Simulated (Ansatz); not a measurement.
These are results of DFT PBE, scalar-relativistic, plane waves, PAW, and for the lanthanide a 4f-in-core norm-conserving potential, in Ansatz, not measurements. Settings: cutoff 770 eV, Γ-centred meshes spaced at most about 0.3 Å⁻¹, and about 0.25 Å⁻¹ or finer for metals (2π included), Gaussian smearing. No spin polarisation in the final relaxations.

All energies are static (0 K, no zero-point motion). All come from trial cells, and lower structures may exist.

Task: Which of these relaxed structures of Er2AlAs3 is the lowest in energy?
A.

```
Er Al As
1.0
     6.18707    0.00000    0.00000
    -3.09354    5.35816    0.00000
     0.00000    0.00000    4.38033
Er Al As
2 1 3
Direct
  0.66667 0.33333 0.00000
  0.33333 0.66667 0.00000
  0.00000 0.00000 0.00000
  0.00000 0.50000 0.50000
  0.50000 0.50000 0.50000
  0.50000 0.00000 0.50000
```

B.

```
Er Al As
1.0
     3.98753    0.00000    0.00000
     0.00000    3.98753    0.00000
     0.00000    0.00000    8.09712
Er Al As
2 1 3
Direct
  0.00000 0.50000 0.68767
  0.50000 0.00000 0.31233
  0.00000 0.00000 0.00000
  0.50000 0.50000 0.00000
  0.00000 0.50000 0.32920
  0.50000 0.00000 0.67080
```

C.

```
Er Al As
1.0
     4.48499    0.00000    0.00000
    -2.24249    3.88411    0.00000
     0.00000    0.00000    7.41782
Er Al As
2 1 3
Direct
  0.33333 0.66667 0.26360
  0.33333 0.66667 0.73640
  0.66667 0.33333 0.00000
  0.66667 0.33333 0.50000
  0.00000 0.00000 0.00000
  0.00000 0.00000 0.50000
```

Result: B. It has space group P-4m2 (No. 115); the next, C, with space group P-6m2 (No. 187), lies 293 meV/atom higher. Counting As atoms around Al and Er (those within 1.25 times the shortest such distance or 1.15 times the sum of covalent radii, 1.27 where that leaves under three; a plus sign parts nearer from farther groups), the lowest has Er 5+2, Al 4+4 and the next has Er 9, Al 3. The next holds As–As nets (shortest 2.59 Å); in the lowest the shortest As–As distance is 3.33 Å.

Cells relaxed within their symmetry can be saddle points. Some candidate types were left out of the draw beforehand, so a known form may be missing.

The lanthanide is trivalent by construction, without f bands, f moments or other valences.
